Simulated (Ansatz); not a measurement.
Trial structure of MgBe2SeO2, not yet relaxed:

```
Mg Be Se O
1.0
     4.12615    0.00000    0.00000
    -2.06308    3.57335    0.00000
     0.00000    0.00000    6.47540
Mg Be Se O
1 2 1 2
Cartesian
  0.0000 2.3822 3.2377
  2.0631 1.1911 0.0000
  0.0000 0.0000 3.2377
  0.0000 2.3822 0.0000
  2.0631 1.1911 1.7303
  2.0631 1.1911 4.7451
```

Theory: Ansatz 0.2.0, DFT PBE, scalar-relativistic, plane waves, PAW. Settings: cutoff 420 eV, Γ-centred mesh 6×6×4 on the computed 6-atom cell, Gaussian smearing of 0.10 eV; no spin polarisation.

Formation energies are uncorrected and refer to the elements' standard structures at the same level (O₂ as a molecule).

**Question.** Estimate its pressure, forces and energy as it stands.

**Answer.** The pressure is -7.9 GPa (the mean over three directions, positive in compression), the largest force is 0.96 eV/Å, and the energy is +0.02 eV/atom against the elements. The shortest distance is 1.73 Å.

**Question.** Is it a good guess?

**Answer.** A fair one: relaxing gains about 0.19 eV/atom (the start's value is from the coarse mesh, so the gain is rough) in 14 ionic steps and ends at −0.17 eV/atom on the finer mesh. The symmetry stays P-6m2 (No. 187). The volume per atom shrinks by 17.8 %, from 15.9 to 13.1 Å³. The shortest distance goes from 1.73 Å (Be–O) to 1.68 Å (Be–O). Conventional cell: a = 3.986 Å, c = 5.701 Å. Mg has 3 Be at 2.30 Å, 6 O at 2.58 Å and 2 Se at 2.85 Å; Be on its first site has 2 O at 1.68 Å and 3 Se at 2.30 Å; around Se lie 3 Be at 2.30 Å, 2 Mg at 2.85 Å and 6 O at 2.85 Å; O has 1 Be at 1.68 Å, 1 O at 2.33 Å, 3 Be at 2.58 Å, 3 Mg at 2.58 Å and 3 Se at 2.85 Å; 1 more site not described.

The last run used a 12×12×8 mesh (in the run's order of axes) for its 6-atom cell and Gaussian smearing of 0.10 eV. The reference form of Se is held partly by dispersion forces, which this level lacks. The relaxation can't lower the symmetry of the start, and the grade says only how near the guess is to its own end. A structure relaxed within its symmetry needn't be a true minimum. Another cell of MgBe2SeO2 relaxed alike, in I4/mmm, lies 1.57 eV/atom lower, so this cell isn't the stable form at this level.
